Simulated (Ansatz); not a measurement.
LuAl2Ge2:
```
CELL_PARAMETERS angstrom
      4.22579     0.00000     0.00000
     -2.11290     3.65964     0.00000
      0.00000     0.00000     6.45481
ATOMIC_POSITIONS crystal
  Al 0.33333 0.66667 0.64799
  Al 0.66667 0.33333 0.35201
  Lu 0.00000 0.00000 0.00000
  Ge 0.33333 0.66667 0.25321
  Ge 0.66667 0.33333 0.74679
```

Relaxed with r²SCAN. Special points in fractions of this cell's reciprocal vectors: Γ (0.000, 0.000, 0.000); M (0.500, 0.000, 0.000); K (0.333, 0.333, 0.000); A (0.000, 0.000, 0.500); L (0.500, 0.000, 0.500); H (0.333, 0.333, 0.500).

Question: List the band energies nearest the Fermi level at these points for r²SCAN (plane waves, PAW; program Ansatz).

Answer: In eV from the Fermi level; about four levels below and three above (degenerate sets whole), none deeper than 8.9 eV; points with the same levels are listed once.

```tsv
k	below	above
Γ	-3.01 -3.01 -0.91 -0.65 -0.65	0.52 0.70 0.70
M	-3.68 -3.64 -2.72 -1.55	1.97 2.22 3.06
K	-5.83 -3.68 -3.68 -3.27	0.66 2.44 2.44
A	-2.31 -2.31 -2.08 -2.08 -0.40	0.33 0.33 0.73
L	-3.26 -2.25 -1.64 -0.89	0.08 1.45 1.51
H	-5.17 -4.73 -2.44 -2.44	0.79 0.79 2.17
```

Space group P-3m1. The workflow started from an entry of the Crystallography Open Database (COD). Whether it is the stable phase at ambient conditions was not checked. The cell was relaxed with r²SCAN under the symmetry of its start; whether a distortion lowers the energy is not shown. Scalar-relativistic: spin–orbit coupling is off unless named, which matters more the heavier the elements.

Potentials: the later of the program's two PAW sets.
